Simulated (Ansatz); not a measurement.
Q: Each is relaxed and computed with the program Ansatz at the r²SCAN level (PAW). Which is the only metal?
A) SrTiO3, cubic perovskite
B) CdTe, P3_221 (Cd on 3a, Te on 3b)
C) SrCd2Ge2, I4/mmm (Sr on 2a, Ge on 4e, Cd on 4d)
D) SiGe, R-3m (Si on 6c, Ge on 6c)

A: C, SrCd2Ge2, I4/mmm (Sr on 2a, Ge on 4e, Cd on 4d). SrCd2Ge2: metal; SiGe: gap 0.65 eV (indirect); SrTiO3: gap 2.26 eV (indirect); CdTe: gap 0.60 eV (indirect). Typed or built starts, not in the databases checked: SiGe, R-3m (Si on 6c, Ge on 6c); CdTe, P3_221 (Cd on 3a, Te on 3b). Not the usual ambient phase: CdTe, P3_221 (Cd on 3a, Te on 3b). Standing as an ambient phase not checked: SrCd2Ge2, I4/mmm (Sr on 2a, Ge on 4e, Cd on 4d). All cells were relaxed under the symmetry of their starts (and spin orders); stability against distortions was not tested throughout. Rows with no word on spin ran without spin polarisation. Scalar-relativistic: spin–orbit coupling is off unless named, which matters more the heavier the elements.

Potentials: the later of the program's two PAW sets.
